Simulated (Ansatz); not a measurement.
Relaxed-ion elastic tensor of H4BrN in space group P-43m (No. 215; H on 4e, Br on 1b, N on 1a) in GPa (Voigt order), DFT-r²SCAN+D4 in the program Ansatz with PAW potentials; density 2.54 g/cm³, 10.68 Å³ per atom.

```
42.1  13.1  13.1   0.0   0.0   0.0
13.1  42.1  13.1   0.0   0.0   0.0
13.1  13.1  42.1   0.0   0.0   0.0
 0.0   0.0   0.0  11.4   0.0   0.0
 0.0   0.0   0.0   0.0  11.4   0.0
 0.0   0.0   0.0   0.0   0.0  11.4
```

Question: Is the crystal mechanically stable?

Answer: Yes: the smallest eigenvalue of C is 11.4 GPa.

Question: Work out the Voigt, Reuss and Hill averages.

Answer: K_V = 22.8, K_R = 22.8, K_H = 22.8; G_V = 12.6, G_R = 12.5, G_H = 12.6 GPa.

Question: Give Young's modulus, Poisson's ratio, Pugh's ratio and the universal anisotropy index.

Answer: E = 9KG/(3K + G) = 31.8 GPa; ν = 0.27; K/G = 1.81 (near the Pugh limit of 1.75, no verdict); A_U = 5G_V/G_R + K_V/K_R − 6 = 0.07.

Question: Estimate the sound speeds and the Debye temperature.

Answer: v_l = √((K + 4G/3)/ρ) = 3950 m/s, v_t = √(G/ρ) = 2220 m/s, mean 2470 m/s; Θ = (h/k)(3n/4πV)^(1/3) v_m = 335 K.

Question: Give the Zener ratio and Young's modulus along [100], [110] and [111].

Answer: A = 2C44/(C11 − C12) = 0.79; 1/E = S11 − 2(S11 − S12 − S44/2)Γ with Γ = 0, 1/4, 1/3 gives 35.9, 30.8, 29.4 GPa.

Question: Solve the Christoffel equation for the three sound speeds along [100], [110], [111].

Answer: Eigenvalues of C_ijkl n_j n_l equal ρv² (piezoelectric stiffening left out). In km/s, slowest first: [100] 2.12, 2.12, 4.07; [110] 2.12, 2.39, 3.92; [111] 2.30, 2.30, 3.87.

The first step of the workflow began from a Materials Project structure, measured or hypothetical; the Crystallography Open Database files this formula in space group No. 215, but the cells were not matched. Its standing as an ambient phase is unchecked. The r²SCAN+D4 relaxation kept the symmetry of its start; phonons on a q-mesh show no instability.

Potentials: the later of the program's two PAW sets.
